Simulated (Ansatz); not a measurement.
Ag: symmetry broken, then relaxed

These are results of DFT r2SCAN, scalar-relativistic, plane waves, PAW (Ansatz 0.2.0), not measurements. The runs took a 500 eV cutoff, a Γ-centred 12×12×4 mesh and Gaussian smearing (0.15 eV). No spin polarisation. Energies are free energies at this smearing, counted from the undisturbed cell; pressure is positive in compression.

The starting cell (relaxed at this level; this form isn't the usual structure):

```
Ag
1.0
     2.90370    0.00000    0.00000
    -1.45185    2.51467    0.00000
     0.00000    0.00000    9.49569
Ag
4
Direct
  0.33333 0.66667 0.12500
  0.33333 0.66667 0.62500
  0.66667 0.33333 0.37500
  0.66667 0.33333 0.87500
```

The atoms are displaced (Å, in the unstrained cell):

| atom | ux | uy | uz |
| --- | --- | --- | --- |
| Ag1 | 0.189 | -0.073 | -0.207 |
| Ag2 | -0.326 | -0.332 | -0.097 |
| Ag3 | 0.246 | 0.204 | 0.082 |
| Ag4 | -0.109 | 0.201 | 0.222 |

Cell and atoms are then relaxed.

**Question.** Does the relaxation return to the undisturbed structure?

**Answer.** Yes (up to a choice of domain or origin): same space group and volume, and an energy -0.1 meV/atom from it. The disturbance itself cost 345.2 meV/atom. The final space group reads P6_3/mmc (tolerance 0.05 Å) and the volume changes by 0.09 %.

Final structure:

```xyz
4
Lattice="2.9097 0.0000 0.0000 -1.4549 2.5197 0.0000 0.0000 -0.0001 9.4654" Properties=species:S:1:pos:R:3 pbc="T T T"
Ag    0.0006    1.6797    1.1832
Ag   -0.0006    1.6796    5.9159
Ag    1.4553    0.8399    3.5495
Ag    1.4543    0.8400    8.2823
```

The relaxation, step by step (energy from the first step; small jumps at an unchanged geometry come where the plane waves are selected anew for the new cell):

```
step  ΔE (meV/atom) largest force component (eV/Å) pressure (GPa)
   1            0.0                           4.272           11.80
   2         -285.1                           0.466            4.10
   3         -320.5                           0.322            1.87
   4         -341.0                           0.133            0.72
   5         -345.3                           0.006           -0.07
   6         -345.3                           0.000            0.00
   7         -345.3                           0.001            0.00
```

Frames along the relaxation (Å, eV/Å):

```xyz
4
Lattice="2.904 0.000 0.000 -1.452 2.515 0.000 0.000 0.000 9.496" Properties=species:S:1:pos:R:3:forces:R:3 pbc="T T T" step=1
Ag    0.189    1.604    0.980   -1.385    0.797    4.272
Ag   -0.326    1.344    5.837    1.115    0.395    2.859
Ag    1.697    1.042    3.643   -1.080   -0.401   -2.882
Ag    1.343    1.039    8.531    1.350   -0.791   -4.249
4
Lattice="2.929 -0.003 -0.007 -1.467 2.503 -0.002 -0.021 -0.018 9.287" Properties=species:S:1:pos:R:3:forces:R:3 pbc="T T T" step=2
Ag    0.157    1.615    1.142   -0.277    0.259    0.241
Ag   -0.263    1.355    5.837    0.466    0.207    0.016
Ag    1.650    0.996    3.412   -0.346   -0.210    0.077
Ag    1.337    0.998    8.168    0.157   -0.256   -0.333
4
Lattice="2.939 -0.003 0.014 -1.472 2.493 -0.006 0.046 0.006 9.379" Properties=species:S:1:pos:R:3:forces:R:3 pbc="T T T" step=3
Ag    0.112    1.607    1.155   -0.187    0.157    0.308
Ag   -0.108    1.446    5.856    0.267    0.173    0.185
Ag    1.586    0.951    3.518   -0.208   -0.153   -0.170
Ag    1.436    0.988    8.247    0.128   -0.177   -0.322
4
Lattice="2.908 0.003 0.008 -1.452 2.526 -0.006 0.026 -0.007 9.387" Properties=species:S:1:pos:R:3:forces:R:3 pbc="T T T" step=4
Ag    0.073    1.667    1.162   -0.081    0.056    0.126
Ag   -0.065    1.652    5.862    0.101    0.064    0.078
Ag    1.527    0.857    3.525   -0.078   -0.052   -0.071
Ag    1.430    0.868    8.229    0.059   -0.068   -0.133
4
Lattice="2.911 0.000 0.000 -1.455 2.519 0.000 0.000 0.000 9.472" Properties=species:S:1:pos:R:3:forces:R:3 pbc="T T T" step=5
Ag    0.007    1.678    1.184   -0.006    0.002    0.002
Ag   -0.006    1.677    5.920    0.005    0.002    0.000
Ag    1.460    0.840    3.552   -0.005   -0.001    0.000
Ag    1.450    0.842    8.289    0.006   -0.003   -0.002
4
Lattice="2.910 0.000 0.000 -1.455 2.520 0.000 0.000 0.000 9.465" Properties=species:S:1:pos:R:3:forces:R:3 pbc="T T T" step=6
Ag    0.001    1.680    1.183    0.000    0.000    0.000
Ag   -0.001    1.680    5.916    0.000    0.000    0.000
Ag    1.455    0.840    3.550    0.000    0.000    0.000
Ag    1.454    0.840    8.282    0.000    0.000    0.000
4
Lattice="2.910 0.000 0.000 -1.455 2.520 0.000 0.000 0.000 9.465" Properties=species:S:1:pos:R:3:forces:R:3 pbc="T T T" step=7
Ag    0.001    1.680    1.183   -0.001    0.000    0.000
Ag   -0.001    1.680    5.916    0.001    0.000    0.000
Ag    1.455    0.840    3.550    0.000    0.000    0.000
Ag    1.454    0.840    8.282    0.001    0.000    0.000
```